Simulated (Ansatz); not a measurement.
SiRu:
Space group P2₁3 (No. 198); a = b = c = 4.7366 Å, α = β = γ = 90.00°

| atom | site | symmetry | x | y | z |
|---|---|---|---|---|---|
| Si | 4a | .3. | 0.8375 | 0.8375 | 0.8375 |
| Ru | 4a | .3. | 0.1290 | 0.1290 | 0.1290 |

Relaxed with PBE.

**Question.** Which orbitals make up the states near the band edges in DFT-PBE in the program Ansatz with PAW potentials?

**Answer.** Top 1 eV of the valence band: Ru 4d 83 %, Si 3p 11 %. Bottom 1 eV of the conduction band: Ru 4d 81 %, Si 3p 13 %. Projections are on Löwdin-orthogonalised atomic valence shells; empty p or d shells of many metals are not among them.

**Question.** Tabulate the density of states.

**Answer.** States/eV per cell of 8 atoms, in 0.25 eV bins, energy from the valence-band maximum.

| E (eV) | total | Ru 4d | Si 3p | Si 3s |
|---|---|---|---|---|
| -7.90 | 2.13 | 0.79 | 0.23 | 1.02 |
| -7.65 | 2.48 | 0.98 | 0.17 | 1.22 |
| -7.40 | 0.00 | 0.00 | 0.00 | 0.00 |
| -7.15 | 0.00 | 0.00 | 0.00 | 0.00 |
| -6.90 | 0.00 | 0.00 | 0.00 | 0.00 |
| -6.65 | 0.54 | 0.14 | 0.30 | 0.02 |
| -6.40 | 3.18 | 1.01 | 1.67 | 0.13 |
| -6.15 | 5.18 | 2.13 | 2.45 | 0.22 |
| -5.90 | 3.81 | 1.73 | 1.57 | 0.22 |
| -5.65 | 2.36 | 1.08 | 0.96 | 0.13 |
| -5.40 | 1.78 | 0.80 | 0.74 | 0.08 |
| -5.15 | 6.30 | 3.20 | 2.42 | 0.19 |
| -4.90 | 6.16 | 3.51 | 2.13 | 0.15 |
| -4.65 | 3.64 | 2.15 | 1.22 | 0.07 |
| -4.40 | 9.67 | 6.33 | 2.82 | 0.20 |
| -4.15 | 6.20 | 4.10 | 1.77 | 0.13 |
| -3.90 | 8.28 | 6.05 | 1.72 | 0.21 |
| -3.65 | 10.05 | 8.05 | 1.52 | 0.15 |
| -3.40 | 10.03 | 7.72 | 1.80 | 0.14 |
| -3.15 | 8.98 | 6.60 | 1.83 | 0.18 |
| -2.90 | 7.65 | 5.42 | 1.67 | 0.16 |
| -2.65 | 6.03 | 4.16 | 1.33 | 0.15 |
| -2.40 | 8.42 | 5.92 | 1.76 | 0.24 |
| -2.15 | 3.97 | 3.01 | 0.68 | 0.07 |
| -1.90 | 8.61 | 6.48 | 1.65 | 0.11 |
| -1.65 | 5.54 | 4.77 | 0.51 | 0.09 |
| -1.40 | 7.30 | 6.32 | 0.65 | 0.11 |
| -1.15 | 6.80 | 6.05 | 0.48 | 0.08 |
| -0.90 | 5.63 | 4.94 | 0.43 | 0.09 |
| -0.65 | 6.05 | 5.13 | 0.55 | 0.14 |
| -0.40 | 4.69 | 3.84 | 0.52 | 0.13 |
| -0.15 | 3.13 | 2.20 | 0.61 | 0.12 |
| 0.10 | 0.02 | 0.02 | 0.01 | 0.00 |
| 0.35 | 5.82 | 5.09 | 0.46 | 0.12 |
| 0.60 | 6.32 | 5.06 | 0.93 | 0.17 |
| 0.85 | 3.78 | 2.78 | 0.73 | 0.16 |
| 1.10 | 0.37 | 0.26 | 0.07 | 0.02 |
| 1.35 | 0.89 | 0.59 | 0.20 | 0.07 |
| 1.60 | 3.17 | 1.84 | 0.82 | 0.36 |
| 1.85 | 4.51 | 2.30 | 1.36 | 0.59 |
| 2.10 | 2.28 | 1.05 | 0.76 | 0.33 |
| 2.35 | 2.01 | 0.90 | 0.62 | 0.38 |
| 2.60 | 2.66 | 1.21 | 0.68 | 0.66 |
| 2.85 | 4.98 | 2.00 | 1.55 | 1.11 |
| 3.10 | 4.95 | 1.73 | 1.67 | 1.08 |
| 3.35 | 5.38 | 1.71 | 2.02 | 1.10 |
| 3.60 | 1.34 | 0.38 | 0.56 | 0.23 |
| 3.85 | 4.47 | 1.27 | 1.86 | 0.65 |
| 4.10 | 5.17 | 1.23 | 2.24 | 0.57 |
| 4.35 | 4.07 | 0.91 | 1.93 | 0.34 |
| 4.60 | 4.72 | 0.87 | 2.21 | 0.39 |
| 4.85 | 4.87 | 0.82 | 2.30 | 0.34 |
| 5.10 | 5.46 | 0.85 | 2.65 | 0.37 |

Space group P2_13. The PBE relaxation kept the symmetry of its start. No spin polarisation was allowed. Spin–orbit coupling is left out wherever it is not named.

Potentials: the earlier of the program's two PAW sets.
